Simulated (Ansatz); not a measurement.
**LaMgCu2 with kpoints.mp_grid.grid, basis.ecutwfc changed**

All numbers are calculated (r2SCAN, no spin polarisation, no spin-orbit coupling; Ansatz, PAW set soft_2, 500 eV, k-mesh 9×9×4), not measured. These are the settings of the reference run.

Cell:

```xyz
8
Lattice="4.5336 0.0000 0.0000 -2.2668 3.9262 0.0000 0.0000 0.0000 9.4111" Properties=species:S:1:pos:R:3 pbc="T T T"
Cu    0.0000    2.6175    5.2436
Cu    2.2668    1.3087    0.5380
Cu    2.2668    1.3087    4.1676
Cu    0.0000    2.6175    8.8731
La    2.2668    1.3087    7.0583
La    0.0000    2.6175    2.3528
Mg    0.0000    0.0000    4.7056
Mg    0.0000    0.0000    0.0000
```

The reference run of this cell is solved again as a single point with these keys changed:

| key | reference run | changed run |
| --- | --- | --- |
| kpoints.mp_grid.grid | [9, 9, 4] | [11, 11, 5] |
| basis.ecutwfc | 500 | 700 eV |

Question: How does the changed run end?

Answer: 

| quantity | reference run | changed run |
| --- | --- | --- |
| energy, changed less reference (meV an atom) | 0 | -2.2 |
| pressure (GPa) | 0.0 | -0.1 |
| largest force (eV/Å) | 0.00 | 0.00 |
| gap on the mesh (eV) | 0.00 | 0.00 |

The energy moves by 2.2 meV an atom (0.02 eV for the cell). It took 11 iterations from the trained starting density.

Caveats: a single point, atoms not relaxed again.
